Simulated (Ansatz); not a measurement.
## Structure relaxation, TiSi₂

The start is a relaxed TiSi2 cell deformed by the Cartesian strain tensor (xx, yy, zz, yz, xz, xy) = (-0.074, -0.003, 0.059, 0.051, -0.011, -0.051). The structure is fully relaxed (lattice and positions, P = 0) with PBE (plane waves to 420 eV, PAW, scalar-relativistic; Ansatz, a first-principles code). First-step values are on the input's coarse k-mesh.

Ansatz input (later rounds restart from its end on a renewed k-mesh):
Ansatz 0.2 input:
```yaml
crystal:
  lattice:
    - [-0.2578638845, 4.3363006197, 4.7441527288]
    - [2.178053199, 0.09372825, 4.5090328186]
    - [2.0144105083, 3.9974679343, 0.1822542476]
  atoms:
    - { symbol: Si, position: [0.6630056979, 0.3369943021, 0.6630056979] }
    - { symbol: Si, position: [0.3369943021, 0.6630056979, 0.3369943021] }
    - { symbol: Si, position: [0.5869943021, 0.9130056979, 0.5869943021] }
    - { symbol: Si, position: [0.9130056979, 0.5869943021, 0.9130056979] }
    - { symbol: Ti, position: [0, 0, 0] }
    - { symbol: Ti, position: [0.25, 0.25, 0.25] }
basis: { ecutwfc: 420, ecutrho_ratio: 4, xc_grid: 2, fft_grid_basis: typed }
kpoints: { mp_grid: { grid: [6, 6, 7] } }
hamiltonian:
  xc: pbe
  dispersion: none
  pseudopotentials: { kind: paw }
scf: { occupations: { method: fermi_dirac, width: 0.05 } }
relax: { f_tol: 0.01, max_steps: 100, cell: { stress_tol: 0.02 } }
output: { forces: true, stress: true }
```

- Energy released = 0.22 eV/atom
- Volume change = +2.8 %, from 13.79 to 14.18 Å³/atom
- Relative to the parent = It returns to the parent structure, Fddd (No. 70)
- Shortest distances (start → end) = The closest pairs of elements (up to four, under 3.6 Å), start → end: Si–Ti 2.48 → 2.56 Å; Si–Si 2.52 → 2.53 Å; Ti–Ti 3.06 → 3.21 Å
- Optimiser moves = 13

It ends as:

Space group Fddd, origin choice 1 (No. 70); a = 4.8063 Å, b = 8.2680 Å, c = 8.5629 Å, α = 90.00°, β = 90.00°, γ = 90.00°

```csv
atom,site,symmetry,x,y,z
Si,16f,.2.,0.0000,0.3369,0.0000
Ti,8a,222,0.0000,0.0000,0.0000
```
(The calculation used a cell of 6 atoms; values per cell refer to that cell.)

Final values are on a 13×13×13 k-mesh of the relaxed cell. No spin polarisation in the result.

The run could not lose the symmetry of its start.
